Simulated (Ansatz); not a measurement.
SiB:
```
SiB
1.0
    3.11690     0.00000     0.00000
   -1.55845     2.69931     0.00000
    0.00000     0.00000     5.83487
Si B
2 2
Direct
  0.33333   0.66667   0.35567
  0.66667   0.33333   0.85567
  0.33333   0.66667   0.01932
  0.66667   0.33333   0.51932
```

Relaxed with LDA. Special points in fractions of this cell's reciprocal vectors: Γ (0.000, 0.000, 0.000); M (0.500, 0.000, 0.000); K (0.333, 0.333, 0.000); A (0.000, 0.000, 0.500); L (0.500, 0.000, 0.500); H (0.333, 0.333, 0.500).

Task: List the band energies nearest the Fermi level at these points for the program Ansatz at the LDA level (PAW).

Result: In eV from the Fermi level; about four levels below and three above (degenerate sets whole), none deeper than 8.9 eV; points with the same levels are listed once.

| k | below | above |
|---|---|---|
| Γ | -7.53 -0.05 | 1.53 1.53 2.85 2.85 |
| M | -4.85 -4.20 -2.46 -0.90 | 0.96 3.81 4.07 |
| K | -4.70 -4.70 -2.81 -2.81 -2.53 | 1.58 7.65 7.65 |
| A | -4.02 -4.02 | 2.10 2.10 2.10 2.10 |
| L | -1.70 -1.70 -0.16 -0.16 | 3.28 3.28 5.15 5.15 |
| H | -4.06 -4.06 -1.17 -1.17 | 4.58 4.58 4.95 4.95 |

Space group P6_3mc (wurtzite). The first step of the workflow began from a Materials Project structure, measured or hypothetical; the Crystallography Open Database copy checked does not list it. Whether it is the stable phase at ambient conditions was not checked. Symmetry was held in the LDA relaxation. At this level the phase is mechanically unstable. Its formation energy is positive at this level, so the cell may be metastable or incomplete.

Potentials: the later of the program's two PAW sets.
